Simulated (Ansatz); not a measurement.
TiO₂ under strain: Quadrupolar parameters

The cell is a COD entry, relaxed with PBE at fixed cell and then changed (z stretched by 2 %, ions relaxed).

```
CELL_PARAMETERS angstrom
-1.89210 1.89210 4.85245
1.89210 -1.89210 4.85245
1.89210 1.89210 -4.85245
ATOMIC_POSITIONS crystal
Ti 0.00000 0.00000 0.00000
Ti 0.75000 0.25000 0.50000
O 0.20631 0.20631 0.00000
O 0.95631 0.45631 0.50000
O 0.54369 0.04369 0.50000
O 0.79369 0.79369 0.00000
```

Atom numbers follow the list; atoms alike are taken as one site, whose name carries the number of the first.

Level of theory: DFT, PBE, plane waves and PAW, scalar-relativistic, 420 eV cutoff, Γ-centred 11×11×11 k-points, Fermi–Dirac smearing 0.02 eV (Ansatz 0.2.0).

Conventions: |V_zz| ≥ |V_yy| ≥ |V_xx|, η = (V_xx − V_yy)/V_zz, C_Q = eQV_zz/h. Directions are in the Cartesian axes of the cell vectors above, for the atom listed; none is given where the gradient is under 0.02 or η is above 0.95.

```
site  first atom          first shell  V_zz (10²¹ V/m²)     η  direction of V_zz (x, y, z)
  Ti           1   6 O at 1.94–2.00 Å              1.47  0.00               0.00 0.00 1.00
   O           3  3 Ti at 1.94–2.00 Å              1.91  0.46               0.00 1.00 0.00
```

An axis of threefold or higher order runs through Ti, so V_zz lies along it and η is zero.
